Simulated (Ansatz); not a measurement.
Starting cell, Na (bcc, W type):

```
Na
1.0
   -4.19651     4.19651     4.19651
    2.09826    -2.09826     2.09826
    2.09826     2.09826    -2.09826
Na
2
Cartesian
  0.00000   0.00000   0.00000
 -2.09826   2.09826   2.09826
```

In each cell atom 1 (Na, nearest neighbour Na at 3.634 Å; its periodic images, 3.6 Å or more away, move with it) moves by s·(0.707, 0.707, 0.000) (along Cartesian [110]), the rest being held.

Level of theory: PBE (plane waves to 420 eV, PAW, scalar-relativistic; Ansatz, an electronic-structure program). k mesh 13×13×13 (Γ-centred), Fermi-Dirac smearing 0.05 eV. Stress and pressure are positive under compression. With partly filled bands, energies and forces of such displacements shift with the k mesh and the smearing. F∥ is the force on the atom along that direction. F⊥ is the part of the force across the line. Na was relaxed with its symmetry unable to fall. 

| s (Å) | F∥ (eV/Å) | |F⊥| (eV/Å) | P (GPa) |
|---|---|---|---|
| -1.090 | 0.460 | ? | 0.8 |
| -0.872 | 0.352 | ? | 0.5 |
| -0.654 | 0.251 | 0.202 | 0.3 |
| -0.436 | 0.160 | 0.120 | 0.1 |
| -0.218 | 0.077 | ? | 0.0 |
| 0.000 | 0.000 | 0.000 | 0.0 |
| 0.218 | -0.077 | ? | 0.0 |
| 0.436 | -0.160 | 0.120 | 0.1 |
| 0.654 | -0.251 | 0.202 | 0.3 |
| 0.872 | -0.352 | ? | 0.5 |
| 1.090 | -0.460 | ? | 0.8 |

Task: Fill in the missing entries.

Result: 
- -1.090, |F⊥| (eV/Å): 0.453
- -0.872, |F⊥| (eV/Å): 0.311
- -0.218, |F⊥| (eV/Å): 0.056
- 0.218, |F⊥| (eV/Å): 0.056
- 0.872, |F⊥| (eV/Å): 0.311
- 1.090, |F⊥| (eV/Å): 0.453

(For displaced atoms, the force is minus the slope of the energy, and its curvature is a force constant, which sets phonon frequencies.)
